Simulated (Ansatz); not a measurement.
Data:

BeS:
```xyz
2
Lattice="2.8947 0.0000 0.0000 0.0000 2.8947 0.0000 0.0000 0.0000 2.8947" Properties=species:S:1:pos:R:3 pbc="T T T"
Be     0.0000     0.0000     0.0000
S      1.4474     1.4474     1.4474
```

This is the PBEsol-relaxed structure.

Q: All from PBEsol (plane waves, PAW; program Ansatz), unless another level is named. Give the bulk modulus (Birch–Murnaghan fit).

A: 91.2 GPa.

Q: Give the elastic constants (relaxed ions, GPa).

A: C11 = 117, C12 = 75.3, C44 = -30.9.

Space group Pm-3m (CsCl type). The cell is a constructed one: a structure type filled with these elements; neither database checked (COD, Materials Project) lists it. COD files the formula under space group No. 216, so this cell is another polymorph or a model. Its standing as an ambient phase is unchecked. The cell was relaxed with PBEsol under the symmetry of its start. At this level the phase is dynamically unstable (imaginary phonons). As this level gives no gap, shear constants depend on the k-mesh and smearing (Fermi–Dirac, 0.1 eV here).

Potentials: the later of the program's two PAW sets.
